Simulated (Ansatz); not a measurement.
Given:

Starting cell, BN (wurtzite):

```
CELL_PARAMETERS angstrom
      5.08794     0.00000     0.00000
     -1.27198     2.20314     0.00000
      2.54397     0.00000     4.20774
ATOMIC_POSITIONS crystal
  B  0.83338 0.33333 0.99990
  B  0.33338 0.33333 0.99990
  B  0.91672 0.66667 0.49990
  B  0.41672 0.66667 0.49990
  N  0.02068 0.33333 0.62530
  N  0.52068 0.33333 0.62530
  N  0.10402 0.66667 0.12530
  N  0.60402 0.66667 0.12530
```

A phonon eigenvector at L = (0.5, 0.0, 0.5) is frozen into this cell: atom i moves by Q times the vector below, so Q is the largest atomic displacement, in Å. The cell is held. It is one choice among 2 degenerate patterns. (q is in reciprocal vectors of the primitive cell; the cell shown is doubled to hold the pattern.)

```csv
atom,x,y,z
B1,0.500,-0.866,0.000
B2,-0.500,0.866,0.000
B3,0.263,-0.455,0.000
B4,-0.263,0.455,0.000
N5,-0.364,0.630,0.000
N6,0.364,-0.630,0.000
N7,0.259,-0.448,0.000
N8,-0.259,0.448,0.000
```

Method: r2SCAN (plane waves to 500 eV, PAW, scalar-relativistic; Ansatz, a quantum-chemistry and plane-wave program). k mesh 15×15×15 (Γ-centred), Fermi-Dirac smearing 0.05 eV. E stands for the smeared free energy. BN was relaxed with its symmetry unable to fall. The zero of ΔE is the undisplaced structure.

The scan covers Q from -0.280 to 0.280 Å in 13 points.

Task: Which space group does the distorted structure have?

Result: Cc (No. 9), lowered from P6_3mc.

Task: What is the energy change at Q = 0.280 Å?

Result: 6621 meV/cell.

Task: What harmonic wavenumber does the curvature at Q = 0 give?

Result: 943 cm⁻¹.

(For displaced atoms, the force is minus the slope of the energy, and its curvature is a force constant, which sets phonon frequencies.)
